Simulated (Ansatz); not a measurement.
Input file for Ansatz (an electronic-structure program):

Ansatz 0.2 input:
```yaml
crystal:
  lattice:
    - [1.2565531776, 0.7254713153, 14.447251341]
    - [-1.2565531776, 0.7254713153, 14.447251341]
    - [0.0, -1.4509426307, 14.447251341]
  atoms:
    - { symbol: C, position: [0.910463444, 0.910463444, 0.910463444] }
    - { symbol: C, position: [0.9465861811, 0.9465861811, 0.9465861811] }
    - { symbol: C, position: [0.2918614023, 0.2918614023, 0.2918614023] }
    - { symbol: C, position: [0.3273975335, 0.3273975335, 0.3273975335] }
    - { symbol: C, position: [0.6726024665, 0.6726024665, 0.6726024665] }
    - { symbol: C, position: [0.7081385977, 0.7081385977, 0.7081385977] }
    - { symbol: C, position: [0.0534138189, 0.0534138189, 0.0534138189] }
    - { symbol: C, position: [0.089536556, 0.089536556, 0.089536556] }
    - { symbol: C, position: [0.7681445724, 0.7681445724, 0.7681445724] }
    - { symbol: C, position: [0.8036840086, 0.8036840086, 0.8036840086] }
    - { symbol: C, position: [0.482218324, 0.482218324, 0.482218324] }
    - { symbol: C, position: [0.517781676, 0.517781676, 0.517781676] }
    - { symbol: C, position: [0.1963159914, 0.1963159914, 0.1963159914] }
    - { symbol: C, position: [0.2318554276, 0.2318554276, 0.2318554276] }
kpoints:
  mp_grid: { grid: [13, 13, 13] }
hamiltonian:
  xc: r2scan
  pseudopotentials: { kind: paw }
scf:
  occupations: { method: fixed }
checkpoint: { read: static.run }
output: { write_density: true, elf: true, volumetric_format: npy }
basis: { fft_grid_basis: typed }
```

Output (shortened):

```
Pseudopotentials: kind: paw
Pseudopotential: C, paw, valence charge 4
Functional definition: r2SCAN
Crystal: 14 atoms, lattice volume = 79.020 Å³
Basis set: ecut = 500 eV, 2009 PW (Γ), exchange–correlation on 432×432×432 points (64 copies of the dense FFT grid, shifted against one another)
Bands: 42, of which v1, the nominal top of the filled ones, is band 28 counted from 1 (27 counted from 0)
Symmetry: 12 space group operations
Space group: R-3m (ITA 166), of the structure as read, at distance tolerance 4.3e-5 Å
k-points: 231 of 2197
PAW frozen core: C, regenerated for the run's functional
Initial density: read from a saved state, or passed on in memory by an earlier SCF of this step, an earlier step, the calling program or the single point that …
Stability of the state it starts from, as read at its close in the unpolarized treatment …
Initial wavefunctions: pseudopotential atomic-orbital guess
Eigensolver: davidson
Functional: x = r2scan, c = r2scan; τ floored in thin density (d = 2e-4 eV/Å³)
iter 1 solved again at ethr=2.12e-8 eV; its pass at ethr=3.10e-3 eV (dr2=1.19e-5 eV) is discarded
SCF iter   1: F=—  HF=-3521.699105 eV  |F-HF|=—  |Δ(HF+E_count)|=         —  Δρ=5.29e-7  dr2=1.12e-10  dr2_τ=8.77e-12  ethr=2.12e-8  ⟨swp⟩=4.0  Hψ=63429  notcnv=0  defer=2765
all-band conjugate gradients solve this SCF's bands
preconditioner: auto → none
SCF iter   2: F=-3521.699105 eV  HF=-3521.699105 eV  |F-HF|=8.19e-12  |Δ(HF+E_count)|=   3.29e-8  Δρ=2.40e-7  dr2=3.16e-11  dr2_τ=4.05e-12  ethr=1.00e-12  ⟨swp⟩=13.0  Hψ=53752  notcnv=0
SCF 1 converged in 2 iterations: F = -3521.699105 eV  dr2 = 3.16e-11
SCF converged after 2 iterations
Free energy (F): -3521.699105 eV
Harris-Foulkes:  -3521.699105 eV  (|F-HF|=8.19e-12)
Internal energy: -3521.699105 eV  (E = F + TS)
E sigma→0 (E₀):  -3521.699105 eV
Fermi energy:    13.457466 eV
--- Per-component energies (eV) ---
  E_band       = 214.989420
  E_kinetic    = 1291.311492
  E_local      = -847.680742  (includes V_loc(G=0)·N_el)
  E_nonlocal   = 368.140575
  E_hartree    = 187.306022
  E_xc         = -671.692013
  E_vxc        = -928.212287  (∫ρ·V_xc dr)
  E_paw        = -1410.227210  (= ΣΔE_a)
  E_vpaw       = -92.160633  (= ΣTr[D̂ρ^β])
  E_aug_tail   = 0.000059  (compensation charges beyond the density's cutoff)
  E_vtau       = 48.978928  (kinetic-family band-sum trace: ∫τ·v_τ [+ j·A + Jᵃ·Aᵃ] dr)
  E_ewald      = -2438.510457
  E_core_change = -0.346832  (= ΣΔE_core)
  E_smearing   =  0.000000  (= −TS)
  E_closure    = 0.000000  (closes the sum)
  Σ components = -3521.699105   (vs F -3521.699105, Δ=0.00e0)
  [band-id]    e_kinetic+e_local+e_nonlocal+2·e_hartree+e_vxc+e_vpaw+e_augmentation_tail+e_vtau = 214.989437   (vs E_band 214.989420, Δ=1.77e-5)
--- Band table (eV; the first three rows and the last of 231) ---
  k-point 0: bands = ["-9.3729", "-8.8193", "-8.7520", "-7.0730", "-7.0334", "-4.3938", "-4.3834", "0.4534", "0.4691", "5.0160", "5.0608", "10.1400", "10.1489", "10.4893", "10.4893", "10.4964", "10.4964", "11.2561", "11.2561", "11.2892", "11.2892", "12.5461", "12.5461", "12.6382", "12.6382", "13.3235", "13.4575", "13.4575", "19.1637", "19.1637", "19.2784", "20.0936", "20.0936", "20.4124", "20.4124", "20.7510", "20.9707", "21.6753", "21.6753", "21.8740", "21.9495", "21.9495"]
  k-point 1: bands = ["-9.2195", "-8.6779", "-8.5881", "-6.9648", "-6.8421", "-4.3177", "-4.1755", "0.4970", "0.6890", "5.0007", "5.2594", "9.6645", "9.7488", "9.9829", "10.1278", "10.1696", "10.2213", "10.4337", "10.6604", "10.9208", "11.0293", "11.7655", "12.0480", "12.2803", "12.4115", "12.7818", "13.0892", "13.2184", "19.2545", "19.5189", "19.5325", "19.9508", "20.3348", "20.4726", "20.7589", "21.1545", "21.4571", "21.5963", "21.9061", "22.1401", "22.3443", "22.4203"]
  k-point 2: bands = ["-8.7606", "-8.2446", "-8.1086", "-6.5729", "-6.3392", "-3.9627", "-3.6835", "0.7901", "1.1620", "5.1278", "5.6098", "7.7665", "7.9248", "8.4933", "8.9339", "9.3295", "9.3909", "9.5789", "10.0975", "10.1760", "10.2220", "10.3361", "10.7343", "11.1962", "11.6255", "11.8001", "12.5091", "12.6054", "18.9681", "19.3697", "19.9269", "20.3754", "20.3993", "21.0118", "21.4288", "21.6694", "21.6981", "22.1060", "22.2330", "22.4756", "23.2129", "23.3607"]
  k-point 230: bands = ["-9.0849", "-9.0614", "-7.9374", "-7.8748", "-5.6944", "-5.6086", "-3.3281", "-0.5697", "2.6492", "2.7860", "7.5881", "7.7229", "9.5974", "9.9719", "10.0427", "10.0762", "10.3972", "10.5409", "11.0967", "11.2589", "11.5137", "11.7452", "12.1055", "12.1714", "12.5519", "12.6097", "12.8824", "13.0333", "19.3063", "19.4191", "19.7536", "19.9250", "20.2385", "20.3663", "20.9241", "21.1613", "21.3502", "21.6827", "21.9269", "21.9775", "22.2304", "22.5112"]
  band table: 42 of 42 bands, residual norms ≤ 1.0e-3 eV
```

Cost: roughly 100 core-seconds on shared cores.

The start of the workflow was typed in or built on a structure type; the Crystallography Open Database files this formula in space group No. 166, but the cells were not matched. It is not the phase usual at ambient conditions (space group No. 194, 227). The cell was relaxed with r²SCAN under the symmetry of its start; its stability against distortions is not shown here.

Potentials: the later of the program's two PAW sets.

Ansatz is a plane-wave DFT program.
